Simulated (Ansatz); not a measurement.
BaGaGeH (space group P3m1)

```
CELL_PARAMETERS angstrom
      4.30636     0.00000     0.00000
     -2.15318     3.72942     0.00000
      0.00000     0.00000     5.09325
ATOMIC_POSITIONS crystal
  Ba 0.33333 0.66667 0.99969
  Ga 0.00000 0.00000 0.54674
  Ge 0.66667 0.33333 0.44647
  H  0.00000 0.00000 0.88699
```

In this cell atom 3 (Ge, nearest neighbour Ga at 2.538 Å; its periodic images, 4.3 Å or more away, move with it) is moved by s towards the nearest neighbour, unit vector (0.000, 0.980, 0.201); all other atoms and the cell stay fixed.

Level of theory: PBEsol (plane waves to 420 eV, PAW, scalar-relativistic; Ansatz, a quantum-chemistry and plane-wave program). k mesh 7×7×5 (Γ-centred), Fermi-Dirac smearing 0.05 eV. Energies are smeared free energies. BaGaGeH was relaxed with its symmetry unable to fall. ΔE is measured from the undisplaced structure.

| s (Å) | ΔE (meV/cell) |
|---|---|
| -0.250 | 212.8 |
| -0.200 | 140.2 |
| -0.150 | withheld |
| -0.100 | 37.1 |
| -0.050 | 9.6 |
| 0.000 | 0.0 |
| 0.050 | 10.1 |
| 0.100 | 41.8 |
| 0.150 | 97.4 |
| 0.200 | 179.4 |
| 0.250 | 290.9 |

Q: Fit a polynomial form (powers 2, 3, 4) to the given rows and predict ΔE at s = -0.150.

A: Least squares on the 10 given rows: ΔE = (3927)·s² + (2487)·s³ + (1645)·s⁴, in meV/cell with s in Å; root-mean-square residual 0.19 meV/cell. At -0.150 the fit gives 80.8 meV/cell; the calculation gives 81.2 meV/cell, so the interpolation is off by -0.4 (-0.5 %). The quadratic term alone would give 88.4 meV/cell.

(For displaced atoms, the force is minus the slope of the energy, and its curvature is a force constant, which sets phonon frequencies.)
